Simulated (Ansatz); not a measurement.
V₂SiN in space group P6_3/mmc (No. 194; V on 4f, Si on 2d, N on 2a) under volume change, PBEsol (plane waves, PAW; program Ansatz), shape and atoms relaxed at each volume.

| V (Å³/atom) | E − E(relaxed) (meV/atom) | P (GPa) |
|---|---|---|
| 9.904 | 70.4 | 24.93 |
| 10.231 | 29.8 | 15.29 |
| 10.557 | 7.1 | 7.14 |
| 10.884 | 0.0 | 0.00 |
| 11.210 | 6.5 | -6.18 |
| 11.537 | 24.5 | -11.38 |
| 11.863 | 52.3 | -15.76 |

**Question.** What does a third-order Birch–Murnaghan fit give for V₀, B₀ and B′?

**Answer.** V₀ = 10.88 Å³/atom, B₀ = 219 GPa, B′ = 4.1.

The start of the workflow was typed in or built on a structure type; neither database checked (COD, Materials Project) lists it. Its standing as an ambient phase is unchecked. Symmetry was held in the PBEsol relaxation; whether a distortion lowers the energy is not shown. The workflow began spin-polarised and lost its moments.

Potentials: the earlier of the program's two PAW sets. The files were generated under PBE; for other functionals the program regenerates the frozen cores, and for LDA and PBEsol the local potential too.
